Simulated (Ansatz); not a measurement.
La$_{2}$Zn$_{6}$Ge$_{3}$:
```yaml
crystal:
  lattice:
    - [7.67232, 0.00000, 0.00000]
    - [-3.83616, 6.64442, 0.00000]
    - [0.00000, 0.00000, 4.13614]
  atoms:
    - { symbol: La, position: [0.66667, 0.33333, 0.00000] }
    - { symbol: La, position: [0.33333, 0.66667, 0.00000] }
    - { symbol: Zn, position: [0.71113, 0.00000, 0.50000] }
    - { symbol: Zn, position: [0.28887, 0.28887, 0.50000] }
    - { symbol: Zn, position: [0.00000, 0.71113, 0.50000] }
    - { symbol: Zn, position: [0.18734, 0.00000, 0.00000] }
    - { symbol: Zn, position: [0.81266, 0.81266, 0.00000] }
    - { symbol: Zn, position: [0.00000, 0.18734, 0.00000] }
    - { symbol: Ge, position: [0.37698, 0.00000, 0.50000] }
    - { symbol: Ge, position: [0.62302, 0.62302, 0.50000] }
    - { symbol: Ge, position: [0.00000, 0.37698, 0.50000] }
```

Relaxed with r²SCAN. Special points in fractions of this cell's reciprocal vectors: Γ (0.000, 0.000, 0.000); M (0.500, 0.000, 0.000); K (0.333, 0.333, 0.000); A (0.000, 0.000, 0.500); L (0.500, 0.000, 0.500); H (0.333, 0.333, 0.500).

List the band energies nearest the Fermi level at these points for r²SCAN (plane waves, PAW; program Ansatz).

In eV from the Fermi level; about four levels below and three above (degenerate sets whole), none deeper than 8.9 eV; points with the same levels are listed once.

```
k                    below                     above
-  -----------------------  ------------------------
Γ  -1.58 -1.35 -1.35 -0.29  0.55 0.55 1.04 1.04 1.04
M  -1.51 -1.18 -0.58 -0.58            0.51 0.77 1.31
K  -1.39 -1.39 -1.32 -1.32       1.32 1.32 1.32 1.33
A  -1.71 -1.71 -1.01 -1.01            0.67 1.05 1.05
L  -2.57 -2.45 -1.78 -1.29            0.60 0.83 0.87
H  -2.21 -2.21 -2.01 -2.01       0.33 0.75 1.40 1.40
```

Space group P-62m. The workflow started from a Materials Project entry (that database holds measured and hypothetical structures alike); the Crystallography Open Database files this formula in space group No. 189, but the cells were not matched. Its standing as an ambient phase is unchecked. The cell was relaxed with r²SCAN under the symmetry of its start; whether a distortion lowers the energy is not shown. Scalar-relativistic: spin–orbit coupling is off unless named, which matters more the heavier the elements.

Potentials: the later of the program's two PAW sets.
